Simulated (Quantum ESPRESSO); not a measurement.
## Hf4In3Al (a guest atom moved from site to site)

Simulated, not a measurement. The program is pw.x of Quantum ESPRESSO 7.5 (plane-wave density functional theory). The cell is made up: eight metal atoms on a face-centred cubic lattice, with elements, volume, strain and displacements drawn at random and not relaxed, so it may be unstable or far from any real phase. PseudoDojo standard norm-conserving files set the functional (PBE unless stated); there is no spin polarisation or spin-orbit coupling, the Fermi-Dirac width of 0.25 eV means electrons at about 2900 K, and the masses in the input are unused placeholders. Heavy elements are run without spin-orbit coupling, which real alloys of them have. A spin test at this wide smearing found no moment, but such smearing suppresses magnetism that the real alloy may have.

The runs move one Hf atom among sites that otherwise hold In. Cell, positions, cutoff, mesh and smearing stay as in the input of run 1; sites are counted in its order. Stress in the tables is positive in tension.

Input of run 1:

```
&control calculation='scf', pseudo_dir='./dojo.nc.sr.pbe.v0_5.standard.upf', outdir='./o', disk_io='minimal', tprnfor=.true., tstress=.true. /
&system ibrav=0, nat=8, ntyp=3, nbnd=58, ecutwfc=69.97070942, nosym=.true., tot_charge=0,
 occupations='smearing', smearing='fd', degauss=0.0183746611
/
&electrons conv_thr=1.470e-08, electron_maxstep=70, mixing_beta=0.5 /
ATOMIC_SPECIES
Al 1.0 Al.upf
Hf 1.0 Hf.upf
In 1.0 In.upf
CELL_PARAMETERS angstrom
0.0 0.0 -4.3136
-4.3136 0.0 0.0
2.1568 8.6272 2.1568
ATOMIC_POSITIONS angstrom
Hf 0.006 0.1813 -0.0388
In -2.1396 2.0692 -0.0978
Hf -0.007 4.327 0.0546
Hf -2.2373 6.5142 -0.0158
Al -2.0493 0.063 -2.089
In 0.0724 2.0785 -2.0991
In -2.3089 4.311 -2.3124
Hf -0.0153 6.3421 -2.1553
K_POINTS automatic
6 6 3 1 1 1
```

| run | elements on sites 1 to 8 | free energy less that of run 1 (eV) | -TS (eV) | pressure (GPa) | stress xx (GPa) | stress yy (GPa) | stress zz (GPa) | stress yz (GPa) | stress xz (GPa) | stress xy (GPa) | iterations |
| --- | --- | --- | --- | --- | --- | --- | --- | --- | --- | --- | --- |
| 1 | Hf In Hf Hf Al In In Hf | 0.000 | -1.057 | 10.78 | -9.76 | -13.42 | -9.15 | 0.53 | -0.93 | 0.74 | 13 |
| 2 | In Hf Hf Hf Al In In Hf | 0.224 | -1.110 | 9.91 | -9.22 | -12.33 | -8.17 | 0.28 | -0.97 | 0.30 | 13 |
| 3 | In In Hf Hf Al Hf In Hf | -0.045 | -1.075 | 9.50 | -8.34 | -11.29 | -8.86 | 0.34 | -0.92 | 0.18 | 13 |
| 4 | In In Hf Hf Al In Hf Hf | 1.147 | -1.121 | 12.87 | -12.77 | -13.23 | -12.61 | 0.45 | -0.86 | 0.08 | 13 |

Forces Fx Fy Fz (eV/Å):

| site | run 1 | run 2 | run 3 | run 4 |
| --- | --- | --- | --- | --- |
| 1 | 0.15 -1.63 0.85 | 0.18 -2.43 0.62 | 0.20 -2.44 0.75 | 0.12 -2.26 0.68 |
| 2 | 0.16 0.96 0.71 | 0.17 0.60 1.18 | 0.16 1.17 0.85 | 0.05 0.98 0.58 |
| 3 | -0.90 -1.63 -1.32 | -0.94 -0.74 -1.43 | -0.84 -0.78 -1.30 | -0.96 -0.43 -1.35 |
| 4 | 0.73 0.53 -0.07 | 0.70 -0.26 -0.16 | 0.69 1.27 -0.09 | 0.64 0.26 -0.08 |
| 5 | -0.58 -1.57 -0.61 | -0.52 -0.89 -0.62 | -0.51 -0.90 -0.56 | -0.41 -0.99 -0.48 |
| 6 | -0.35 0.81 -0.97 | -0.45 0.97 -1.12 | -0.66 0.37 -1.17 | -0.46 0.75 -0.88 |
| 7 | 1.49 0.33 1.32 | 1.53 -0.16 1.42 | 1.65 -0.10 1.38 | 1.62 -0.23 1.50 |
| 8 | -0.70 2.20 0.09 | -0.67 2.91 0.10 | -0.69 1.41 0.14 | -0.61 1.93 0.03 |

The sites are displaced and not relaxed, so the energy differences mix bonding between neighbours with strain and are not ordering energies. A rerun of one cell of this series at a higher cutoff and on a denser mesh moved values by no more than 0.004 eV in energy, 0.03 GPa in stress and 0.004 eV/Å in force, and a second program with other atomic files agreed on that cell to 2 % rms in force and 0.5 GPa in pressure.